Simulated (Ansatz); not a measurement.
Start of a relaxation of AgRh4:

```cif
data_structure
_symmetry_space_group_name_H-M 'P4/mmm'
_symmetry_Int_Tables_number 123
_cell_length_a 4.4783
_cell_length_b 4.4783
_cell_length_c 3.5705
_cell_angle_alpha 90.000
_cell_angle_beta 90.000
_cell_angle_gamma 90.000
_cell_volume 71.61
loop_
_atom_site_label
_atom_site_type_symbol
_atom_site_symmetry_multiplicity
_atom_site_Wyckoff_symbol
_atom_site_fract_x
_atom_site_fract_y
_atom_site_fract_z
_atom_site_occupancy
Ag1 Ag 1 d 0.50000 0.50000 0.50000 1
Rh1 Rh 4 k 0.80852 0.80852 0.50000 1
```

These are results of DFT PBE, scalar-relativistic, plane waves, PAW (Ansatz), not measurements. Cutoff 420 eV, Gaussian smearing, Γ-centred meshes. Cell and atoms relax first on a coarse mesh and then on a finer one. In between, the cell is made exact in the group found at 0.06 Å. In metals the finer mesh still leaves noise of several meV/atom or more. The steps can't lower the symmetry of their start. No spin polarisation in the relaxation; trial moments died out in a coarse test.

A guess keeps its type if space group and coordination stay and the shape of the cell changes little (axis ratios within about 15 %, angles within 6°); the volume may change.

Task: Will the relaxed cell still be of the starting type?

Result: It doesn't keep its type. The symmetry stays P4/mmm (No. 123). The volume per atom grows by 36.0 %, from 14.3 to 19.5 Å³. The shortest distance goes from 1.72 Å (Rh–Rh) to 2.40 Å (Rh–Rh). The ratio c/a of the conventional cell changes by a factor of 0.51. Counting neighbours within 15 % of an atom's shortest distance, the start has Ag 4, Rh 3 and the end Ag 6, Rh 5. In detail, at the end around Ag lie 2 Ag at 2.53 Å and 4 Rh at 2.69 Å; Rh has 4 Rh at 2.40–2.53 Å and 1 Ag at 2.69 Å.

```cif
data_structure
_symmetry_space_group_name_H-M 'P4/mmm'
_symmetry_Int_Tables_number 123
_cell_length_a 6.2047
_cell_length_b 6.2047
_cell_length_c 2.5299
_cell_angle_alpha 90.000
_cell_angle_beta 90.000
_cell_angle_gamma 90.000
_cell_volume 97.40
loop_
_atom_site_label
_atom_site_type_symbol
_atom_site_symmetry_multiplicity
_atom_site_Wyckoff_symbol
_atom_site_fract_x
_atom_site_fract_y
_atom_site_fract_z
_atom_site_occupancy
Ag1 Ag 1 d 0.50000 0.50000 0.50000 1
Rh1 Rh 4 k 0.80644 0.80644 0.50000 1
```

Formation energies are uncorrected and refer to the elements' standard structures at the same level.

Task: At what energy does it end?

Result: +0.94 eV/atom. A positive value: parting into the elements would lower its energy.

The last run used a 6×6×14 mesh (in the run's order of axes) for its 5-atom cell and Gaussian smearing of 0.10 eV. A structure relaxed within its symmetry needn't be a true minimum.
